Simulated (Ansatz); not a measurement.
IrW:
```cif
data_IrW
_chemical_formula_sum 'Ir1 W1'
_space_group_name_H-M_alt 'P 1'
_space_group_IT_number 1
_cell_length_a 3.12156
_cell_length_b 3.12156
_cell_length_c 3.12156
_cell_angle_alpha 90.000
_cell_angle_beta 90.000
_cell_angle_gamma 90.000
loop_
_space_group_symop_operation_xyz
  'x, y, z'
loop_
_atom_site_label
_atom_site_type_symbol
_atom_site_fract_x
_atom_site_fract_y
_atom_site_fract_z
_atom_site_occupancy
Ir1 Ir 0.00000 0.00000 0.00000 1
W1 W 0.50000 0.50000 0.50000 1
```

Relaxed with PBEsol.

Question: Decompose the optical modes at the zone centre into irreducible representations, and say which are infrared and Raman allowed.

Answer: Point group m-3m: Γ_opt = T1u. Infrared: T1u. Raman: none.

Question: Assign frequencies (DFPT, the program Ansatz at the PBEsol level (PAW)).

Answer: T1u 52i cm⁻¹.

Space group Pm-3m (CsCl type). The start of the workflow was typed in or built on a structure type; neither database checked (COD, Materials Project) lists it. COD files the formula under space group No. 51. Its standing as an ambient phase is unchecked. The PBEsol relaxation kept the symmetry of its start. At this level the phase is dynamically unstable (imaginary phonons). The run is not spin-polarised. Its formation energy is positive at this level, so the cell may be metastable or incomplete. As this level gives no gap, phonon frequencies hold no LO–TO term and depend on the k-mesh and smearing (Fermi–Dirac, 0.1 eV here). Spin–orbit coupling is left out wherever it is not named.

Potentials: the earlier of the program's two PAW sets. The files were generated under PBE; for other functionals the program regenerates the frozen cores, and for LDA and PBEsol the local potential too.
